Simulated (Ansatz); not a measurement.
A relaxed cell of Cs4Sn is given with its symmetry left out. The cell was found from a structure generator's guess, not taken from experiment.

The calculation used DFT PBE, scalar-relativistic, plane waves, PAW in Ansatz 0.2.0. Cutoff 420 eV, Γ-centred mesh, Gaussian smearing, no spin polarisation.

```
Cs Sn
1.0
     7.96339    0.00000    0.00000
     0.00000    7.96339    0.00000
     0.00000    0.00000    7.96339
Cs Sn
4 1
Direct
  0.00000 0.00000 0.00000
  0.50000 0.00000 0.00000
  0.00000 0.50000 0.00000
  0.00000 0.00000 0.50000
  0.50000 0.50000 0.50000
```

Energies over the elements count from the elements' standard structures at the same level, with no fitted energy shifts. The references include grey tin.

Task: What space group does it have?

Result: Pm-3m (No. 221). Conventional cell: a = 7.963 Å. Around Cs on a site of symmetry m-3m lie 6 Cs at 3.98 Å; Cs on a site of symmetry 4/mmm is surrounded by 2 Cs at 3.98 Å, 4 Sn at 5.63 Å and 8 Cs at 5.63 Å; Sn has 12 Cs at 5.63 Å (long contacts).

Task: How far does it lie from the elements in energy?

Result: +0.63 eV/atom. The separate elements lie lower, so it is unstable against them.

Task: Is it a metal?

Result: Yes, bands cross the Fermi level on the 6×6×6 mesh.

The last run used a 6×6×6 mesh for its 5-atom cell and Gaussian smearing of 0.10 eV. The cell is a metal run without spin; a magnetic state may lie lower. Symmetry constrained the relaxation, so the result can be a saddle point. Another cell of Cs4Sn relaxed alike, in Pm-3m, lies 0.58 eV/atom lower, so this cell isn't the stable form at this level.
